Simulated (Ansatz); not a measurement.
ScGe in space group Cmcm (No. 63; Sc on 4c, Ge on 4c) at seven volumes, the program Ansatz at the r²SCAN level (PAW), shape and atoms relaxed at each. One row is withheld.

```
V (Å³/atom)  P (GPa)
-----------  -------
17.335         11.17
17.906          6.85
18.478          3.16
19.049          0.01
19.621         -2.69
20.192             ?
20.764         -6.96
```

Task: Fit the shown pressures and predict the withheld one.

Result: P = (3/2)B₀(x^(7/2) − x^(5/2))[1 + (3/4)(B′ − 4)(x − 1)] with x = (V₀/V)^(2/3). Least squares on the six rows gives V₀ = 19.051 Å³/atom, B₀ = 96.9 GPa, B′ = 4.22. At V = 20.192, x = 0.9620 and P = -4.99 GPa. The run itself gave -5.00 GPa.

The first step of the workflow began from a Materials Project structure, measured or hypothetical; the Crystallography Open Database copy checked does not list it. Whether it is the stable phase at ambient conditions was not checked. Symmetry was held in the r²SCAN relaxation; of distortions, only those at the zone centre were tested. The run is not spin-polarised.

Potentials: the later of the program's two PAW sets.
